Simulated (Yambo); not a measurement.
Convergence of the G0W0 gap of Rh2O3

G0W0@PBEsol for Rh₂O₃ (corundum, space group R-3c, No. 167) in Yambo. Reference settings: 2×2×2 Γ-centred k mesh, bands 17 to 185 and a 7 Ry block in the screening, 185 bands in G with the Bruneval-Gonze terminator, plasmon pole fitted at 27.2 eV. The PBEsol gap Γ → F on this mesh is 0.54 eV; G0W0 gaps are taken between the same points.

```json
[
 {"change from the reference": "reference settings", "G0W0 gap Γ → F (eV)": "1.05", "shift of the valence edge (eV)": "0.27", "rough Yambo cost": "1"},
 {"change from the reference": "90 bands in W, 90 bands in G", "G0W0 gap Γ → F (eV)": "1.10", "shift of the valence edge (eV)": "0.41", "rough Yambo cost": "within a factor of two"},
 {"change from the reference": "90 bands in G", "G0W0 gap Γ → F (eV)": "1.07", "shift of the valence edge (eV)": "0.29", "rough Yambo cost": "–"},
 {"change from the reference": "130 bands in G", "G0W0 gap Γ → F (eV)": "1.05", "shift of the valence edge (eV)": "0.29", "rough Yambo cost": "–"},
 {"change from the reference": "130 bands in W, 130 bands in G", "G0W0 gap Γ → F (eV)": "1.07", "shift of the valence edge (eV)": "0.35", "rough Yambo cost": "within a factor of two"},
 {"change from the reference": "105 bands in W", "G0W0 gap Γ → F (eV)": "1.08", "shift of the valence edge (eV)": "0.36", "rough Yambo cost": "within a factor of two"},
 {"change from the reference": "3 Ry block", "G0W0 gap Γ → F (eV)": "1.17", "shift of the valence edge (eV)": "0.26", "rough Yambo cost": "within a factor of two"},
 {"change from the reference": "1 Ry block", "G0W0 gap Γ → F (eV)": "1.85", "shift of the valence edge (eV)": "-0.24", "rough Yambo cost": "within a factor of two"},
 {"change from the reference": "6 Ry block", "G0W0 gap Γ → F (eV)": "1.04", "shift of the valence edge (eV)": "0.28", "rough Yambo cost": "within a factor of two"},
 {"change from the reference": "pole fitted at 40 eV", "G0W0 gap Γ → F (eV)": "1.07", "shift of the valence edge (eV)": "0.24", "rough Yambo cost": "–"},
 {"change from the reference": "no random integration", "G0W0 gap Γ → F (eV)": "1.03", "shift of the valence edge (eV)": "0.52", "rough Yambo cost": "–"},
 {"change from the reference": "90 bands in G, no terminator", "G0W0 gap Γ → F (eV)": "1.12", "shift of the valence edge (eV)": "0.98", "rough Yambo cost": "–"},
 {"change from the reference": "no terminator", "G0W0 gap Γ → F (eV)": "1.07", "shift of the valence edge (eV)": "0.52", "rough Yambo cost": "–"},
 {"change from the reference": "130 bands in G, no terminator", "G0W0 gap Γ → F (eV)": "1.05", "shift of the valence edge (eV)": "0.75", "rough Yambo cost": "–"}
]
```

The reference isn't shown to be the converged limit. Costs are rough (shared machines), scaled to the same edge states, and given only for runs that recompute the screening.

Spin-orbit splittings are left out.

Geometry of the Materials Project entry, not relaxed at this level; primitive cell a = 5.500 Å, b = 5.500 Å, c = 5.500 Å, α = 55.76°, β = 55.76°, γ = 55.76°.

A shift is the quasiparticle energy of the state minus its PBEsol energy.
